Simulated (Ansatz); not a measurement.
**Li3ZrN2: rattling a relaxed structure**

The structure comes from a generated guess, relaxed at this level; another structure or a mixture of phases may lie lower.

All numbers below come from DFT PBE, scalar-relativistic, plane waves, PAW in Ansatz 0.2.0. Plane waves to 420 eV, a k mesh through Γ of 12×12×4 on the computed 6-atom cell and Gaussian smearing (0.10 eV); no spin polarisation.

The cell below (6 atoms, space group P-6m2 (No. 187)) is relaxed within its symmetry.

```xyz
6
Lattice="3.1814 0.0000 0.0000 -1.5907 2.7551 0.0000 0.0000 0.0000 9.9676" Properties=species:S:1:pos:R:3 pbc="T T T"
Li    1.5907    0.9184    2.7492
Li    1.5907    0.9184    7.2184
Li    0.0000    0.0000    0.0000
Zr    0.0000    0.0000    4.9838
N     0.0000    1.8368    6.2826
N     0.0000    1.8368    3.6851
```

For the test a repeat of it with 12 atoms (edges 3.18, 5.51, 9.97 Å) was strained at random (σ = 1.5 % a component), the atoms were moved at random (σ = 0.10 Å), and all was relaxed again on a coarse 6×4×2 mesh (in the run’s order of axes) with 0.20 eV smearing, with no symmetry imposed.

Question: Does it come back?

Answer: It returns, within 1 meV/atom of the unmoved cell on that mesh and with the same symmetry when read at 0.1 Å (P1 at 0.01 Å, so small strains and shifts remain). No instability shows in this cell; modes of other wave vectors, which need another repeat, aren't tested.
